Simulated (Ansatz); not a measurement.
A trial structure of HfZrS3 was built thus: random cell by space group and Wyckoff sites (P4mm, No. 99). Its size is a rough estimate.

```cif
data_structure
_symmetry_space_group_name_H-M 'P 1'
_symmetry_Int_Tables_number 1
_cell_length_a 3.9160
_cell_length_b 3.9160
_cell_length_c 6.6693
_cell_angle_alpha 90.000
_cell_angle_beta 90.000
_cell_angle_gamma 90.000
_cell_volume 102.27
loop_
_atom_site_label
_atom_site_type_symbol
_atom_site_fract_x
_atom_site_fract_y
_atom_site_fract_z
_atom_site_occupancy
Zr1 Zr 0.00000 0.00000 0.53840 1
Hf1 Hf 0.00000 0.00000 0.11926 1
S1 S 0.50000 0.00000 0.27373 1
S2 S 0.00000 0.50000 0.27373 1
S3 S 0.50000 0.50000 0.44211 1
```

Computed with Ansatz 0.2.0, DFT PBE, scalar-relativistic, plane waves, PAW. Cutoff 420 eV, Gaussian smearing, Γ-centred meshes. Cell and atoms relax first on a coarse mesh and then on a finer one. In between, the cell is made exact in the group found at 0.06 Å. In metals the finer mesh still leaves noise of several meV/atom or more. The steps can't lower the symmetry of their start. No spin polarisation in the relaxation; trial moments died out in a coarse test.

A guess keeps its type if space group and coordination stay and the shape of the cell changes little (axis ratios within about 15 %, angles within 6°); the volume may change.

Task: Does this structure survive the relaxation?

Result: It doesn't keep its type. The symmetry stays P4mm (No. 99). The volume per atom grows by 0.8 %, from 20.5 to 20.6 Å³. The shortest distance goes from 2.21 Å (Hf–S) to 2.51 Å (Hf–S). The ratio c/a of the conventional cell changes by a factor of 0.87. Counting neighbours within 15 % of an atom's shortest distance, the start has Hf 4, S 4, Zr 9 and the end Hf 4, S 4/16, Zr 4. In detail, at the end around Zr lie 4 S at 2.56 Å, 1 Hf at 2.95 Å, 1 Hf at 3.13 Å and 4 S at 3.28 Å; Hf has 4 S at 2.51 Å, 1 Zr at 2.95 Å, 1 Zr at 3.13 Å and 4 S at 3.33 Å; S on a site of symmetry 2mm has 2 Hf at 2.51 Å, 2 Zr at 2.56 Å, 4 S at 2.91 Å and 4 S at 3.67–3.68 Å; 1 more site not described.

```
Zr Hf S
1.0
     4.11676    0.00000    0.00000
     0.00000    4.11676    0.00000
     0.00000    0.00000    6.08380
Zr Hf S
1 1 3
Direct
  0.00000 0.00000 0.47714
  0.00000 0.00000 0.99176
  0.50000 0.00000 0.22650
  0.00000 0.50000 0.22650
  0.50000 0.50000 0.72534
```

Formation energies are uncorrected and refer to the elements' standard structures at the same level.

Task: At what energy does it end?

Result: −0.68 eV/atom.

The last run used a 10×10×6 mesh (in the run's order of axes) for its 5-atom cell and Gaussian smearing of 0.10 eV. Spin–orbit coupling, which can matter for Hf, is left out. The reference form of S is held partly by dispersion forces, which this level lacks. A structure relaxed within its symmetry needn't be a true minimum. Another cell of HfZrS3 relaxed alike, in R3m, lies 0.34 eV/atom lower, so this cell isn't the stable form at this level.

In counts of neighbours, a slash parts the counts of unlike sites.
